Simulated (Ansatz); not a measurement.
## Data sheet: BeS (DFT)

BeS:
```cif
data_BeS
_chemical_formula_sum 'Be1 S1'
_space_group_name_H-M_alt 'Pm-3m'
_space_group_IT_number 221
_space_group_name_Hall '-P 4 2 3'
_cell_length_a 2.89473
_cell_length_b 2.89473
_cell_length_c 2.89473
_cell_angle_alpha 90.000
_cell_angle_beta 90.000
_cell_angle_gamma 90.000
loop_
_atom_site_label
_atom_site_type_symbol
_atom_site_symmetry_multiplicity
_atom_site_Wyckoff_symbol
_atom_site_fract_x
_atom_site_fract_y
_atom_site_fract_z
_atom_site_occupancy
Be1 Be 1 a 0.00000 0.00000 0.00000 1
S1 S 1 b 0.50000 0.50000 0.50000 1
```

Space group Pm-3m (No. 221), CsCl type; conventional cell a = 2.895 Å, b = 2.895 Å, c = 2.895 Å, α = 90.00°, β = 90.00°, γ = 90.00°.

Method: PBEsol in the plane-wave PAW code Ansatz. Structure relaxed to zero pressure with the same functional. Other levels are named where they apply.

### Cell and energy

```
Quantity                                                      Value
-----------------------------------------------------  ------------
Volume per atom                                            12.13 Å³
Density                                                  2.81 g/cm³
Formation energy from the elements (no fitted shifts)  0.32 eV/atom
```

### Electronic structure

```
Property                                                                     Value
------------------------------------  --------------------------------------------
Electronic character                                             metallic (no gap)
Density of states at the Fermi level  0.46 states/eV per atom (mean over ±0.08 eV)
```

### Mechanics

```
Quantity                                                                Value
-------------------------------------  --------------------------------------
Bulk modulus (Birch–Murnaghan fit)                                   91.2 GPa
Pressure derivative B′                                                    3.1
Elastic constants (relaxed ions, GPa)      C11 = 117, C12 = 75.3, C44 = -30.9
Mechanical stability                   unstable (C has a negative eigenvalue)
```

### Phonons

```
Quantity                                                    Value
-------------------------------  --------------------------------
Zone-centre stability            unstable, softest mode 306i cm⁻¹
Dynamical stability on the path       unstable, down to 529i cm⁻¹
```

The cell is a constructed one: a structure type filled with these elements; neither database checked (COD, Materials Project) lists it. COD files the formula under space group No. 216, so this cell is another polymorph or a model. Whether it is the stable phase at ambient conditions was not checked. The PBEsol relaxation kept the symmetry of its start. As this level gives no gap, shear constants depend on the k-mesh and smearing (Fermi–Dirac, 0.1 eV here). As this level gives no gap, phonon frequencies hold no LO–TO term and depend on the k-mesh and smearing (Fermi–Dirac, 0.1 eV here). The references are the lowest solids computed at this level, not always the standard phases.

Potentials: the later of the program's two PAW sets.
